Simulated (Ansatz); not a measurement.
# Property card for Hf3Cu4Si2

Hf3Cu4Si2:
Space group P-62m (No. 189); a = b = 6.266 Å, c = 3.959 Å, α = β = 90.00°, γ = 120.00°

```tsv
atom	site	symmetry	x	y	z
Hf	3g	m2m	0.4131	0.4131	0.5000
Si	2c	-6..	0.3333	0.6667	0.0000
Cu	3f	m2m	0.0000	0.2467	0.0000
Cu	1b	-62m	0.0000	0.0000	0.5000
```

Space group P-62m (No. 189); conventional cell a = b = 6.266 Å, c = 3.959 Å, α = β = 90.00°, γ = 120.00°.

Method: r²SCAN (plane waves, PAW; program Ansatz). Geometry: relaxed at this level of theory. Other levels are named where they apply.

### Cell and energy

```json
{
  "volume_per_atom": "14.96 Å³",
  "density": "10.43 g/cm³",
  "Formation energy from the elements (no fitted shifts)": "-525 meV/atom"
}
```

### Electronic structure

```json
{
  "electronic_character": "metallic (no gap)",
  "Density of states at the Fermi level": "0.34 states/eV per atom (mean over ±0.08 eV)"
}
```

The workflow started from a Materials Project entry (that database holds measured and hypothetical structures alike); the Crystallography Open Database copy checked does not list it. Its standing as an ambient phase is unchecked. Symmetry was held in the r²SCAN relaxation; its stability against distortions is not shown here. The run is not spin-polarised. The references are the lowest solids computed at this level, not always the standard phases. Spin–orbit coupling is left out wherever it is not named.

Potentials: the earlier of the program's two PAW sets.
